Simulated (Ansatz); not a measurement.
Relaxed ZnO (wurtzite):

```
CELL_PARAMETERS angstrom
      3.23518     0.00000     0.00000
     -1.61759     2.80175     0.00000
      0.00000     0.00000     5.21141
ATOMIC_POSITIONS crystal
  Zn 0.66667 0.33333 0.00241
  Zn 0.33333 0.66667 0.50241
  O  0.66667 0.33333 0.62279
  O  0.33333 0.66667 0.12279
```

All values below come from r2SCAN (plane waves to 500 eV, PAW, scalar-relativistic; Ansatz, an electronic-structure program). k mesh 9×9×5 (Γ-centred), Fermi-Dirac smearing 0.05 eV. ZnO was relaxed with its symmetry unable to fall.

One atom of the cell was then moved (with its periodic images), all else fixed, and the forces (eV/Å) came out as:

| atom | Fx | Fy | Fz |
|---|---|---|---|
| Zn1 | 0.314 | 0.553 | 0.056 |
| Zn2 | -0.038 | -0.035 | 0.617 |
| O3 | 0.081 | 0.092 | 0.486 |
| O4 | -0.357 | -0.610 | -1.159 |

Q: Which atom was moved, and by which vector (Å)?

A: O4, by (0.09, 0.09, 0.09), 0.16 Å in all.

(For displaced atoms, the force is minus the slope of the energy, and its curvature is a force constant, which sets phonon frequencies.)
